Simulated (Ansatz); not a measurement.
**From three elastic constants to directional properties of TiPd3**

All numbers below come from Ansatz, DFT LDA, scalar-relativistic, plane waves, PAW. Cutoff 420 eV, 12×12×12 k-points (Γ-centred), Fermi-Dirac smearing of 0.15 eV. No spin polarisation.

The cell, relaxed at this level:
```xyz
4
Lattice="3.8340 0.0000 0.0000 0.0000 3.8340 0.0000 0.0000 0.0000 3.8340" Properties=species:S:1:pos:R:3 pbc="T T T"
Ti    0.0000    0.0000    0.0000
Pd    0.0000    1.9170    1.9170
Pd    1.9170    0.0000    1.9170
Pd    1.9170    1.9170    0.0000
```

In a metal, frequencies and elastic constants depend on the k mesh and the smearing, soft modes and shear constants most.

With ions relaxed, on the cubic axes: C11 = 328.7, C12 = 173.6, C44 = 133.9 GPa. The density is 10.817 g/cm³.

Q: Is the crystal stable against strain, and how anisotropic is it?

A: Born's conditions hold: C11 + 2C12 = 675.9, C11 − C12 = 155.1 and C44 = 133.9 GPa are all positive. B = (C11 + 2C12)/3 = 225.3 GPa. The two shear moduli are C44 and C′ = (C11 − C12)/2 = 77.6 GPa, so Zener's ratio is A = C44/C′ = 1.73: the tetragonal shear C′ is the soft one, as in many fcc and bcc metals and zincblende crystals. The Cauchy pressure C12 − C44 is 39.7 GPa; it would vanish for pair forces between atoms on inversion centres at zero pressure, and a positive value is usual with metallic or many-body binding, and where atoms off inversion centres relax under shear, which lowers C44.

Q: Give the sound speeds along the three symmetry directions.

A: The Christoffel equation gives ρv² for each branch:
| direction | branch | ρv² | GPa | v (m/s) |
| --- | --- | --- | --- | --- |
| [100] | L | C11 | 328.7 | 5513 |
| [100] | T (×2) | C44 | 133.9 | 3519 |
| [110] | L | (C11 + C12 + 2C44)/2 | 385.1 | 5967 |
| [110] | T, u ∥ [001] | C44 | 133.9 | 3519 |
| [110] | T, u ∥ [1-10] | (C11 − C12)/2 | 77.6 | 2678 |
| [111] | L | (C11 + 2C12 + 4C44)/3 | 403.9 | 6111 |
| [111] | T (×2) | (C11 − C12 + C44)/3 | 96.4 | 2985 |

Q: How does Young's modulus depend on direction?

A: Inverting gives S11 = 4.790, S12 = -1.655, S44 = 7.466 TPa⁻¹. Along a unit vector (l, m, n), 1/E = S11 − 2(S11 − S12 − S44/2)(l²m² + m²n² + n²l²), where the last bracket is 0, 1/4 and 1/3 for [100], [110] and [111]: E = 209, 291 and 335 GPa. With A > 1 the body diagonal is stiffest. For a film on (001), the biaxial modulus is C11 + C12 − 2C12²/C11 = 319 GPa and the normal strain is −2C12/C11 = -1.06 times the in-plane one.